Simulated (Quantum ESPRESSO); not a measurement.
**Kohn-Sham bands of PbS (R3m)**

```xyz
2
Lattice="2.1127 1.2197 3.4519 -2.1127 1.2197 3.4519 0.0000 -2.4395 3.4519" Properties=species:S:1:pos:R:3 pbc="T T T"
Pb     0.0000     0.0000     0.2012
S      0.0000     0.0000    -4.9194
```

Structure: Materials Project mp-1057015, symmetrised, not relaxed again. Not found in the COD (Crystallography Open Database) copy used, which has the formula in other groups; not checked further. Method: LDA plane waves in Quantum ESPRESSO 7.5 (PseudoDojo norm-conserving files, 45 Ry, no spin polarisation, no spin-orbit coupling), Bloch states on a 10×10×10 mesh through Γ, Wannier90 4.0.1. Density: 10×10×10 mesh, cold smearing 0.01 Ry. Spin-orbit coupling is left out although heavy elements are present.

List the Kohn-Sham levels between −8 and 3.3 eV relative to the valence-band maximum at the high-symmetry points, as a band run of pw.x on that density gives them (levels within 2 meV counted together).


```
point  k (reciprocal lattice)                           levels (eV)
-----  ----------------------  ------------------------------------
Γ           0.000 0.000 0.000              -6.13, -1.98 (×2), -1.97
T           0.500 0.500 0.500    -1.60 (×2), -0.04, 0.38, 1.94 (×2)
H_2         0.750 0.250 0.500        -7.95, -4.23 (×2), -0.91, 2.12
H_0        0.500 -0.250 0.250        -7.95, -4.23 (×2), -0.91, 2.12
L           0.500 0.000 0.000  -1.60, -1.60, 0.00, 0.34, 1.94, 1.95
S_0        0.375 -0.375 0.000      -7.98, -4.58, -2.75, -2.37, 3.28
S_2         0.625 0.000 0.375      -7.98, -4.58, -2.75, -2.37, 3.28
F           0.500 0.000 0.500            -7.26, -4.99, -3.25, -3.24
```
